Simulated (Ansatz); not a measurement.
**WSe2: do energies and stresses tell the same story?**

The calculation used Ansatz, DFT PBE+D3(BJ), scalar-relativistic, plane waves, PAW.

Settings: cutoff 420 eV, Γ-centred mesh 12×12×2 on the computed 6-atom cell, Gaussian smearing of 0.02 eV; no spin polarisation.

Relaxed cell: P6_3/mmc, a = 3.279 Å, b = 3.279 Å, c = 12.789 Å, α = 90.00°, β = 90.00°, γ = 120.00°, 6 atoms in the primitive cell.

Energies at zero smearing and pressures from the stress tensor, at volumes with shape and atoms relaxed:
```json
{"V (Å³/atom)": "17.465", "E − E(first) (meV/atom)": "0.00", "P (GPa)": "11.08"}
{"V (Å³/atom)": "18.061", "E − E(first) (meV/atom)": "-33.70", "P (GPa)": "7.18"}
{"V (Å³/atom)": "18.656", "E − E(first) (meV/atom)": "-54.49", "P (GPa)": "4.12"}
{"V (Å³/atom)": "19.252", "E − E(first) (meV/atom)": "-65.19", "P (GPa)": "1.75"}
{"V (Å³/atom)": "19.847", "E − E(first) (meV/atom)": "-68.26", "P (GPa)": "-0.01"}
{"V (Å³/atom)": "20.442", "E − E(first) (meV/atom)": "-65.84", "P (GPa)": "-1.22"}
{"V (Å³/atom)": "21.038", "E − E(first) (meV/atom)": "-59.76", "P (GPa)": "-1.98"}
{"V (Å³/atom)": "21.832", "E − E(first) (meV/atom)": "-48.51", "P (GPa)": "-2.47"}
```

Task: Check P = −dE/dV between neighbouring volumes, and get the bulk modulus from the pressures alone.

Result: With 1 eV/Å³ = 160.2 GPa:
| middle V (Å³/atom) | −ΔE/ΔV (GPa) | mean P (GPa) |
| --- | --- | --- |
| 17.763 | 9.069 | 9.132 |
| 18.358 | 5.593 | 5.648 |
| 18.954 | 2.879 | 2.934 |
| 19.549 | 0.827 | 0.871 |
| 20.145 | -0.650 | -0.615 |
| 20.740 | -1.636 | -1.603 |
| 21.435 | -2.272 | -2.228 |

The two differ by 0.06 GPa at most. The mean of two end pressures misses the average over a step by about ΔV² P″/12, up to 0.07 GPa here; with that taken off 0.01 GPa remains. Around V = 19.847 Å³/atom, the two neighbours give B = −V ΔP/ΔV = 19.847 × 2.97 / 1.191 = 49.6 GPa, against B0 = 47.3 GPa from the Birch–Murnaghan fit of the energies, which describes these points poorly (B0' = 10.5).

Spin–orbit coupling is left out, which can shift energies with elements as heavy as these.